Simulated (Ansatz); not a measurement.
LiTaF6:
```cif
data_F18Li3Ta3
_chemical_formula_sum 'Li3 Ta3 F18'
_space_group_name_H-M_alt 'R-3 :H'
_space_group_IT_number 148
_space_group_name_Hall '-R 3'
_cell_length_a 5.20641
_cell_length_b 5.20641
_cell_length_c 13.62064
_cell_angle_alpha 90.000
_cell_angle_beta 90.000
_cell_angle_gamma 120.000
loop_
_atom_site_label
_atom_site_type_symbol
_atom_site_symmetry_multiplicity
_atom_site_Wyckoff_symbol
_atom_site_fract_x
_atom_site_fract_y
_atom_site_fract_z
_atom_site_occupancy
Li1 Li 3 b 0.00000 0.00000 0.50000 1
Ta1 Ta 3 a 0.00000 0.00000 0.00000 1
F1 F 18 f 0.06052 0.32456 0.08082 1
```
(The calculation used a cell of 8 atoms; values per cell refer to that cell.)

Relaxed with r²SCAN. The program Ansatz at the r²SCAN level (PAW) gives a gap of 7.12 eV.

Problem. What gap does HSE06 give on the same cell (Ansatz, PAW)?

Solution. 8.66 eV, 1.54 eV more. The hybrid was solved on a coarser mesh and at special points; the gap given is the minimum over both.

```
k   v1 r²SCAN  c1 r²SCAN  v1 HSE06  c1 HSE06
--  ---------  ---------  --------  --------
Γ        0.00       7.18         ?         ?
T       -0.17       7.21         ?         ?
L       -0.07       7.12     -0.07      8.66
F       -0.03       7.19         ?         ?
S0      -0.08       7.17     -0.08      8.71
H0      -0.11       7.18         ?         ?
```

Problem. Top valence (v1) and lowest conduction level (c1) in eV from each method's valence maximum (which need not be a listed point): supply the withheld HSE06 values.

Solution. 
- F, v1 HSE06: -0.03
- F, c1 HSE06: 8.73
- H0, v1 HSE06: -0.11
- H0, c1 HSE06: 8.73
- T, v1 HSE06: -0.17
- T, c1 HSE06: 8.76
- Γ, v1 HSE06: 0.00
- Γ, c1 HSE06: 8.73

Cost on shared cores: the r²SCAN run (SCF on a 7×7×7 mesh, then bands and DOS) roughly 3 core-minutes, the HSE06 run (SCF on 4×4×4, then a few points) around 6 core-minutes (rough); the tasks are unlike.

The workflow started from a Materials Project entry (that database holds measured and hypothetical structures alike); the Crystallography Open Database copy checked does not list it. With Li and Ta taken as one species the cell has the higher symmetry R-3c, so it may be an ordered model of a mixed-site phase. Whether it is the stable phase at ambient conditions was not checked. Symmetry was held in the r²SCAN relaxation; whether a distortion lowers the energy is not shown. No spin polarisation was allowed. Spin–orbit coupling is left out wherever it is not named.

Potentials: the later of the program's two PAW sets.
